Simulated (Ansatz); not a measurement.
Si2Mo in space group Fddd (No. 70; Si on 16f, Mo on 8a), PBEsol in the plane-wave PAW code Ansatz, all energies at zero smearing, with the estimated change up to a 700 eV cutoff added, with one set of potentials and settings (totals compare only within such a set). Cell of 6 atoms (4 Si, 2 Mo): -12284.131 eV.

| element | reference phase | E (eV/atom) |
|---|---|---|
| Si | Fd-3m, 2 atoms in the cell | -621.4938 |
| Mo | Im-3m, 1 atoms in the cell | -4897.5018 |

Formation energy per atom, worked out: (-12284.131 − 4×(-621.4938) − 2×(-4897.5018))/6 = -0.525 eV/atom (-51 kJ per mol of atoms), at 0 K, without zero-point energy or fitted corrections.

The start of the workflow was typed in or built on a structure type; neither database checked (COD, Materials Project) lists it. It is not the phase usual at ambient conditions (space group No. 139). Symmetry was held in the PBEsol relaxation; whether a distortion lowers the energy is not shown. The run is not spin-polarised. The references are the lowest solids computed at this level, not always the standard phases.

Potentials: the earlier of the program's two PAW sets. The files were generated under PBE; for other functionals the program regenerates the frozen cores, and for LDA and PBEsol the local potential too.
